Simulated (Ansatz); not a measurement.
**Computed properties of Be4Te3S (ordering on zincblende)**

All numbers come from Ansatz. The cell comes from a prototype generator: it can be a known phase or a hypothetical one. No magnetic order is allowed.

Structure: Be4Te3S as one 8-atom ordering (P-43m) on the zincblende lattice, at its r2SCAN minimum. Space group P-43m (No. 215), cubic; conventional cell a = 5.466 Å, 20.41 Å³ an atom. Around S lie 4 Be at 2.20 Å; around Be lie 1 S at 2.20 Å and 3 Te at 2.43 Å; around Te lie 4 Be at 2.43 Å.

Relaxed lattice by functional, symmetry kept:
```json
{"functional": "PBE", "k mesh": "4×4×4", "a (Å)": "5.471", "volume (Å³/atom)": "20.47"}
{"functional": "r2SCAN", "k mesh": "4×4×4", "a (Å)": "5.466", "volume (Å³/atom)": "20.41"}
```

Band edges at fixed r2SCAN geometry:
```
  level  k mesh  gap (eV)    kind  edges  least direct gap (eV)
    PBE   6×6×6      1.90  direct      Γ                   1.90
PBE+SOC   6×6×6      1.65  direct      Γ                   1.65
 r2SCAN   6×6×6      2.26  direct      Γ                   2.26
  HSE06   4×4×4      2.60  direct      Γ                   2.60
   PBE0   4×4×4      3.26  direct      Γ                   3.26
```
PBE: smearing of 0.02 eV; the others have fixed occupations.
Wave cutoffs: 420 eV, 500 eV (r2SCAN).

HSE06 gives a direct gap of 2.60 eV at Γ. Spin-orbit coupling changes the PBE gap by -0.248 eV, to 1.65 eV; at Γ the threefold valence level splits into a fourfold and a twofold level 0.80 eV apart, the fourfold one on top.

r2SCAN covers 52 % of the step from PBE to HSE06. For gaps to 0.1 eV, spin-orbit coupling (up to 0.248 eV on PBE's least or direct gap) has to be included. All these functionals give a gap of the same kind, direct.

r2SCAN (ground state on 4×4×4): The electronic dielectric tensor ε∞ is 6.52 in all directions. Born charges, averaged over directions: S -2.05, Be +1.53, Te -1.35 e. The program notes that the ground state's band table doesn't vouch for all the bands that the response reads.

Only the levels marked +SOC include spin-orbit coupling.

The meshes of the hybrids are coarse, so their gaps aren't converged to the digits shown.
